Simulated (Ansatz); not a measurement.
## From the elastic tensor of BAs to moduli and sound speeds

Level of theory: Ansatz, DFT PBE, scalar-relativistic, plane waves, PAW. Settings: 420 eV plane-wave cutoff, Γ-centred 8×8×8 mesh, fixed occupations. No spin polarisation.

Symmetry: F-43m, No. 216, cubic system. Conventional cell: a = 4.810 Å, b = 4.810 Å, c = 4.810 Å, α = 90.00°, β = 90.00°, γ = 90.00°. B (site symmetry -43m) is surrounded by 4 As at 2.08 Å. As (site symmetry -43m) has 4 B at 2.08 Å as nearest neighbours.

The cell is the ideal cubic zincblende prototype.

Relaxed-ion constants (GPa, on the Cartesian axes of the calculation):
```
266.8  63.8  63.8   0.0   0.0   0.0
 63.8 266.8  63.8   0.0   0.0   0.0
 63.8  63.8 266.8   0.0   0.0   0.0
  0.0   0.0   0.0 144.9   0.0   0.0
  0.0   0.0   0.0   0.0 144.9   0.0
  0.0   0.0   0.0   0.0   0.0 144.9
```

Density 5.118 g/cm³; 2 atoms in 27.81 Å³.

The values that follow are for a polycrystal of randomly turned grains, by Hill's mean where one number stands.

With S = C⁻¹: B_V = (C11+C22+C33+2(C12+C13+C23))/9, G_V = (C11+C22+C33−C12−C13−C23+3(C44+C55+C66))/15, 1/B_R = S11+S22+S33+2(S12+S13+S23), 15/G_R = 4(S11+S22+S33−S12−S13−S23)+3(S44+S55+S66); Hill is their mean. Then v_l = √((B+4G/3)/ρ), v_t = √(G/ρ), v_m = [(2/v_t³+1/v_l³)/3]^(−1/3) and Θ = (ħ/k_B)·v_m·(6π²n/V)^(1/3) for n atoms in the volume V; E = 9BG/(3B+G), ν = (3B−2G)/(2(3B+G)) and A^U = 5G_V/G_R + B_V/B_R − 6.

```
Bulk modulus, Voigt / Reuss / Hill          : 131.5 / 131.5 / 131.5 GPa
Shear modulus, Voigt / Reuss / Hill         : 127.5 / 123.8 / 125.6 GPa
Young's modulus                             : 286 GPa
Poisson ratio                               : 0.138
Pugh ratio B/G                              : 1.05
Universal anisotropy index                  : 0.15
Longitudinal and transverse sound speeds    : 7643 and 4955 m/s
Debye temperature from the mean sound speed : 673 K
```

Cost: 1 run of about 0.82 core-minutes, on Oxide Virtual Turin-like Processor (Zen 5) (shared hosts).